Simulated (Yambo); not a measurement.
Yambo run on BN (space group Fmm2, No. 42). The wavefunctions are PBEsol (pw.x of Quantum ESPRESSO, ONCV potentials, no spin-orbit coupling) ones on a 6×6×6 mesh (4 occupied bands); a = 4.1121 Å, b = 2.5017 Å, c = 3.7127 Å, α = 80.29°, β = 36.85°, γ = 62.86°.

Yambo input:

```
rim_cut
gw0
dyson
el_el_corr
HF_and_locXC
ppa
em1d
RandQpts= 1000000
RandGvec= 1 Ry
EXXRLvcs= 84 Ry
VXCRLvcs= 336 Ry
Chimod= "HARTREE"
% BndsRnXp
 1 | 71 |
%
NGsBlkXp= 14 Ry
% LongDrXp
 1.0 | 1.0 | 1.0 |
%
PPAPntXp= 40 eV
% GbndRnge
 1 | 71 |
%
GTermKind= "BG"
DysSolver= "n"
ExtendOut
% QPkrange
 10 | 10 | 4 | 5 |
 13 | 13 | 5 | 5 |
 45 | 45 | 4 | 4 |
%
```

k points by index: 10 = (0, 0.333, 0.333), 13 = (0, -0.5, -0.5), 45 = (-0.5, 0.333, -0.167).

Resulting energies as the program prints them:

```
#    K-point    Band    Eo [eV]    E [eV]    E-Eo [eV]    Vxc [eV]    Vnlxc [eV]    Sc|Eo [eV]    Sc|E [eV]    dSc/dw|Eo [eV]    Re(Z)    Im(Z)
#
    10    4    -0.247736    -1.378107    -1.130371    -16.21657    -19.58327    1.988866    2.236331    -5.956848    0.820404    -0.934627E-3
    10    5    4.261648    5.030079    0.768431    -10.86557    -5.686054    -4.267998    -4.411083    -5.066394    0.843037    -0.860062E-3
    13    5    3.763784    4.430851    0.667067    -10.50869    -5.852720    -3.871341    -3.988905    -4.795252    0.850179    -0.820109E-3
    45    4    0.000000    -1.079017    -1.079017    -16.52837    -19.80009    1.955502    2.192699    -5.981447    0.819796    -0.929987E-3
```
(The two width columns are left out.) Convergence of these settings isn't established.

Geometry of the Materials Project entry, not relaxed at this level.

This is not the ordinary phase of the substance; no match was found in the copy of COD used, and its stability was not checked.

The distance between layers or molecules is the database entry's, not relaxed here. Functionals without dispersion can leave it too large, which widens gaps and weakens the response across layers: the numbers belong to this cell.
